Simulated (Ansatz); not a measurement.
AlN (wurtzite)

```xyz
4
Lattice="3.1303 0.0000 0.0000 -1.5651 2.7109 0.0000 0.0000 0.0000 5.0180" Properties=species:S:1:pos:R:3 pbc="T T T"
Al     1.5651     0.9036     0.0169
Al     0.0000     1.8073     2.5259
N      1.5651     0.9036     3.1203
N      0.0000     1.8073     0.6113
```

The slice is a (-1 1 0 2) plane (indices of the conventional cell) through the point (0.333, 0.667, 0.122) (fractional), spanned by u = [110] and v = [1 -1 1] in vectors of this cell: u (3.13 Å) and v (7.39 Å, at 90° to u). It covers one period; positions are fractions (u, v).

Method: PBE (plane waves to 420 eV, PAW, scalar-relativistic; Ansatz, a quantum-chemistry and plane-wave program). k mesh 12×12×7. These are valence fields of a PAW run, semicore shells included where kept as valence: close to a nucleus they are smooth pseudo fields. AlN was relaxed with its symmetry unable to fall.

**Question.** Predict the map of the electrostatic potential energy of an electron, from the cell's mean on the slice.

**Answer.** 
| v \ u | 0.00 | 0.17 | 0.33 | 0.50 | 0.67 | 0.83 |
|---|---|---|---|---|---|---|
| 0.96 | x | x | <0.0 | <0.0 | <0.0 | x |
| 0.86 | 6.0 | 0.4 | x | x | x | 0.4 |
| 0.75 | 6.6 | 4.4 | <0.0 | x | <0.0 | 4.4 |
| 0.64 | 8.0 | 7.7 | 6.8 | 6.1 | 6.8 | 7.7 |
| 0.54 | 7.5 | 5.4 | <0.0 | x | <0.0 | 5.4 |
| 0.43 | x | <0.0 | x | x | x | <0.0 |
| 0.32 | 5.9 | 6.0 | 2.1 | <0.0 | 2.1 | 6.0 |
| 0.21 | 6.0 | 6.5 | 7.0 | 7.1 | 7.0 | 6.5 |
| 0.11 | x | 5.9 | 8.0 | 8.0 | 8.0 | 5.9 |
| 0.00 | x | x | 3.5 | 0.9 | 3.5 | x |

Values: electrostatic potential energy of an electron, from the cell's mean, in eV. Points within 0.8 Å of a nucleus are blanked (x), as the pseudised field means little there. Values under 0 eV are set to 0. The zero, the cell's mean, hangs on the PAW cores.
